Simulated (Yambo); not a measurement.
Yambo run on RbHgF$_{3}$ (cubic perovskite, space group Pm-3m, No. 221). The wavefunctions are norm-conserving LDA (Quantum ESPRESSO, 84 Ry, no spin-orbit coupling) ones on a 4×4×4 mesh (25 occupied bands); a = 4.549 Å, b = 4.549 Å, c = 4.549 Å, α = 90.00°, β = 90.00°, γ = 90.00°.

Yambo input:

```
rim_cut
gw0
dyson
el_el_corr
HF_and_locXC
ppa
em1d
RandQpts= 1000000
RandGvec= 1 Ry
FFTGvecs= 10 Ry
EXXRLvcs= 84 Ry
VXCRLvcs= 336 Ry
Chimod= "HARTREE"
% BndsRnXp
 5 | 143 |
%
NGsBlkXp= 7 Ry
% LongDrXp
 1.0 | 1.0 | 1.0 |
%
PPAPntXp= 27.2114 eV
% GbndRnge
 1 | 143 |
%
GTermKind= "BG"
DysSolver= "n"
ExtendOut
% QPkrange
 1 | 1 | 25 | 26 |
 10 | 10 | 25 | 25 |
%
```

k points by index: 1 = Γ, 10 = R.

Resulting energies as the program prints them:

```
#    K-point    Band    Eo [eV]    E [eV]    E-Eo [eV]    Vxc [eV]    Vnlxc [eV]    Sc|Eo [eV]    Sc|E [eV]    dSc/dw|Eo [eV]    Re(Z)    Im(Z)
#
    1    25    -2.426897    -3.336789    -0.909892    -15.32371    -19.15310    2.771387    2.919491    -4.427926    0.860044    -0.002188
    1    26    0.352627    1.546763    1.194136    -12.88904    -8.532199    -2.963773    -3.162705    -4.532930    0.857204    -0.861905E-3
    10    25    0.000000    0.281723    0.281723    -15.75191    -17.12968    1.695772    1.659497    -3.504530    0.885904    -0.796590E-3
```
(The two width columns are left out.) Convergence of these settings isn't established.

Geometry of the Materials Project entry, not relaxed at this level.
